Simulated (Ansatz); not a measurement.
# Stationary points along a deformation path in P

The calculation used Ansatz, DFT PBEsol, scalar-relativistic, plane waves, PAW. Settings: plane waves to 650 eV, k-mesh 18×18×18 (Γ-centred), Gaussian smearing 0.15 eV. No spin polarisation. Energies are free energies at this smearing, counted from the undisturbed cell; pressure is positive in compression.

The starting cell (as given, not relaxed at this level; it stands at -1.7 GPa; this form isn't the usual structure):

```
P
1.0
     1.72573    0.99635    3.12968
    -1.72573    0.99635    3.12968
     0.00000   -1.99270    3.12968
P
2
Direct
  0.22708 0.22708 0.22708
  0.77292 0.77292 0.77292
```

At fixed volume and fractional coordinates, lengths along (0.000, 0.000, 1.000) are scaled against those across it; ρ is that ratio over its starting value. V = 16.144 Å³/atom. Δσ is the stress along the axis less the mean stress across it (compression positive).

```csv
ρ,ΔE (meV/atom),Δσ (GPa),space group
0.800,131.1,17.80,R-3m
0.850,65.5,13.92,R-3m
0.920,11.7,6.16,R-3m
0.960,0.1,1.90,R-3m
1.000,0.0,-1.44,R-3m
1.050,8.8,-3.79,R-3m
1.100,23.1,-5.68,R-3m
1.200,66.7,-9.83,R-3m
1.300,138.8,-17.63,R-3m
```

Q: How does the stress give the slope of the energy, and where is the energy stationary?

A: Along the path d ln(length) is 2/3 d ln ρ on the axis and −1/3 d ln ρ across it, so dE/d ln ρ = −(2/3) V Δσ: the energy falls with ρ where Δσ is positive. Δσ vanishes or changes sign between ρ = 0.960 and 1.000, a minimum (near 0.98 by linear interpolation). Pairs of stationary points between two samples would go unseen, and could change a minimum read from distant neighbours into a maximum.

Q: Integrate that slope from ρ = 1 to 0.850 by the trapezoid rule.

A: With V/N in Å³ and 1 eV/Å³ = 160.2 GPa the slopes at ρ = 1.000, 0.960, 0.920, 0.850 are 96, -128, -413, -935 meV/atom per unit of ln ρ. The steps add 0.6 + 11.5 + 53.4 = 65.5 meV/atom, against 65.5 from the energies; the trapezoid rule misses the curvature of the slope within each step.

Forces appear on the atoms along this scan, and letting them relax would lower the energy and soften the response. In a metal these slopes depend on the k mesh and the smearing.

Cost: 9 runs of about 2.8 core-minutes in all, on Intel Xeon Processor @ 2.70GHz (shared hosts).